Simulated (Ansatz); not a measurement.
Relaxed AlNi (CsCl type):

```yaml
crystal:
  lattice:
    - [2.89266, 0.00000, 0.00000]
    - [0.00000, 2.89266, 0.00000]
    - [0.00000, 0.00000, 2.89266]
  atoms:
    - { symbol: Al, position: [0.00000, 0.00000, 0.00000] }
    - { symbol: Ni, position: [0.50000, 0.50000, 0.50000] }
```

The numbers are results of PBE (plane waves to 420 eV, PAW, scalar-relativistic; Ansatz, a quantum-chemistry and plane-wave program), not measurements. k mesh 13×13×13 (Γ-centred), Fermi-Dirac smearing 0.05 eV. With partly filled bands, energies and forces of such displacements shift with the k mesh and the smearing. AlNi is run without spin polarisation. AlNi was relaxed with its symmetry unable to fall. The PAW data are Ansatz's earlier set.

One atom of the cell was then moved (with its periodic images), all else fixed, and the forces (eV/Å) came out as:

```
atom      Fx      Fy     Fz
----  ------  ------  -----
Al1    3.780   3.780  0.000
Ni2   -3.780  -3.780  0.000
```

With two atoms only their relative shift counts; take Al1 as fixed.

Question: Which atom was moved, and by which vector (Å)?

Answer: Ni2, by (0.42, 0.42, 0.00), 0.60 Å in all.

(For displaced atoms, the force is minus the slope of the energy, and its curvature is a force constant, which sets phonon frequencies.)
